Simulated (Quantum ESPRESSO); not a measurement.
```
Se
1.0
    4.05775     0.00000     0.00000
   -2.02888     3.51412     0.00000
    0.00000     0.00000     5.13460
Se
3
Direct
  0.24829   0.00000   0.33333
  0.00000   0.24829   0.66667
  0.75171   0.75171   0.00000
```

Cell and atoms were relaxed with PBE+D3(BJ) from Materials Project entry mp-14, within its symmetry.

**Question.** What does norm-conserving PBE (stringent potentials; Quantum ESPRESSO, 104 Ry, scalar-relativistic) give for the electronic structure near the Fermi level?

**Answer.** The PBE gap is indirect, 0.47 eV, from 80 % of the way from L to H to H; the smallest direct gap is 0.52 eV. Spin-orbit splittings are left out.
